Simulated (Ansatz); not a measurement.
Given:

PtSe2:
```cif
data_PtSe2
_chemical_formula_sum 'Pt1 Se2'
_space_group_name_H-M_alt 'P-3m1'
_space_group_IT_number 164
_space_group_name_Hall '-P 3 2"'
_cell_length_a 3.74339
_cell_length_b 3.74339
_cell_length_c 4.75498
_cell_angle_alpha 90.000
_cell_angle_beta 90.000
_cell_angle_gamma 120.000
loop_
_atom_site_label
_atom_site_type_symbol
_atom_site_symmetry_multiplicity
_atom_site_Wyckoff_symbol
_atom_site_fract_x
_atom_site_fract_y
_atom_site_fract_z
_atom_site_occupancy
Pt1 Pt 1 a 0.00000 0.00000 0.00000 1
Se1 Se 2 d 0.33333 0.66667 0.26458 1
```

This is the LDA-relaxed structure.

Question: All from DFT-LDA in the program Ansatz with PAW potentials, unless another level is named. Estimate the electronic character.

Answer: metallic (no gap).

Question: Predict the formation energy from the elements (no fitted shifts).

Answer: -0.43 eV/atom.

Question: Next, the density of states at the Fermi level?

Answer: 0.20 states/eV per atom (mean over ±0.08 eV).

The LDA relaxation kept the symmetry of its start; of distortions, only those at the zone centre were tested. The run is not spin-polarised. The volume moved by -16 % from the start of the relaxation. A crystal of weakly bound layers computed without a dispersion correction: the cell and the soft elastic constants depend strongly on that. The references are the lowest solids computed at this level, not always the standard phases. Scalar-relativistic: spin–orbit coupling is off unless named, which matters more the heavier the elements.

Potentials: the later of the program's two PAW sets.
